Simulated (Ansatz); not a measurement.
BN:
```
BN
1.0
    2.48831     0.00000     0.00000
   -1.24416     2.15494     0.00000
    0.00000     0.00000     6.49510
B N
2 2
Direct
  0.66667   0.33333   0.25000
  0.33333   0.66667   0.75000
  0.33333   0.66667   0.25000
  0.66667   0.33333   0.75000
```

Relaxed with LDA.

**Question.** Decompose the optical modes at the zone centre into irreducible representations, and say which are infrared and Raman allowed.

**Answer.** Point group 6/mmm: Γ_opt = A2u + 2B1g + E1u + 2E2g. Infrared: A2u, E1u. Raman: E2g.

**Question.** Assign frequencies (DFPT, LDA (plane waves, PAW; program Ansatz); without the LO–TO term).

**Answer.** E2g 50, B1g 113, A2u 752, B1g 811, E2g 1386, E1u 1386 cm⁻¹.

Subscripts of B labels follow the axes of the standard setting.

Space group P6_3/mmc. The LDA relaxation kept the symmetry of its start. A crystal of weakly bound layers computed without a dispersion correction: the cell and the soft elastic constants depend strongly on that.

Potentials: the earlier of the program's two PAW sets. The files were generated under PBE; for other functionals the program regenerates the frozen cores, and for LDA and PBEsol the local potential too.
